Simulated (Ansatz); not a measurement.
NbAlB:
```yaml
crystal:
  lattice:
    - [1.66898, -7.31697, 0.00000]
    - [1.66898, 7.31697, 0.00000]
    - [0.00000, 0.00000, 3.10238]
  atoms:
    - { symbol: Al, position: [0.70086, 0.29914, 0.25000] }
    - { symbol: Al, position: [0.29914, 0.70086, 0.75000] }
    - { symbol: B, position: [0.46972, 0.53028, 0.75000] }
    - { symbol: B, position: [0.53028, 0.46972, 0.25000] }
    - { symbol: Nb, position: [0.08860, 0.91140, 0.75000] }
    - { symbol: Nb, position: [0.91140, 0.08860, 0.25000] }
```

Relaxed with r²SCAN. Special points in fractions of this cell's reciprocal vectors: Γ (0.000, 0.000, 0.000); Y (-0.500, 0.500, 0.000); C0 (-0.263, 0.737, 0.000); Σ0 (0.263, 0.263, 0.000); Z (0.000, 0.000, 0.500); A0 (0.263, 0.263, 0.500); E0 (-0.263, 0.737, 0.500); T (-0.500, 0.500, 0.500); S (0.000, 0.500, 0.000); R (0.000, 0.500, 0.500).

Task: List the band energies nearest the Fermi level at these points for DFT-r²SCAN in the program Ansatz with PAW potentials.

Result: In eV from the Fermi level; about four levels below and three above (degenerate sets whole), none deeper than 8.9 eV; points with the same levels are listed once.

| k | below | above |
|---|---|---|
| Γ | -3.33 -3.10 -2.49 -2.26 | 0.34 1.65 1.94 |
| Y | -3.33 -2.83 -2.60 -1.50 | 1.25 1.42 1.93 |
| C0 | -3.93 -2.93 -1.65 -0.53 | 0.09 0.63 1.97 |
| Z | -3.04 -3.04 -2.34 -2.34 | 1.12 1.12 1.42 1.42 |
| A0 | -1.43 -1.43 -0.81 -0.81 | 3.24 3.24 3.50 3.50 |
| T | -3.02 -3.02 -2.72 -2.72 | 0.94 0.94 1.42 1.42 |
| S | -4.09 -3.14 -1.56 -0.53 | 0.08 0.63 2.14 |
| R | -1.39 -1.39 -0.78 -0.78 | 3.26 3.26 3.35 3.35 |

Space group Cmcm. The start of the workflow was typed in or built on a structure type; neither database checked (COD, Materials Project) lists it. Whether it is the stable phase at ambient conditions was not checked. Symmetry was held in the r²SCAN relaxation; whether a distortion lowers the energy is not shown. The run is not spin-polarised. Scalar-relativistic: spin–orbit coupling is off unless named, which matters more the heavier the elements.

Potentials: the earlier of the program's two PAW sets. The files were generated under PBE; for other functionals the program regenerates the frozen cores, and for LDA and PBEsol the local potential too.
